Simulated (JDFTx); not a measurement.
Reference run:

W(110) slab cut from bulk W (space group Im-3m, indices of the conventional cell, lattice of the Materials Project entry mp-91, not re-optimised): 4 atoms in 4 planes, a 1x1 cell of 7.11 Å² (|a| = 3.170, |b| = 2.746 Å), 6.7 Å between the outermost planes, cell height 22.7 Å, 10×10×1 k mesh, Fermi smearing 0.01 Ha, no spin polarisation.

The reference is PBE, GBRV ultrasoft potentials, plane waves to 20/100 Ha; code: a modified build of JDFTx. Unrelaxed; liquid: CANDLE, water, 1 M NaF. Potentials are on the SHE scale by the convention U = −μ/e − 4.44 V; references calibrated for a solvation model differ from this value.

| density cutoff alone | work function (eV) | U_pzc (V) | k states × plane waves | cycles, vacuum run | rough core time, vacuum run |
|---|---|---|---|---|---|
| 80 Ha | 4.92 | 0.10 | 31 × 4650 | 18 | 5 min |
| 100 Ha | 4.92 | 0.10 | 31 × 4650 | 18 | 7 min |
| 200 Ha | 4.92 | 0.10 | 31 × 4650 | 18 | 6 min |

The work function stays within 0.01 eV over all these settings; capacitances repeat to about ±0.2 μF/cm². Core times come from shared machines and are rough, one run each.
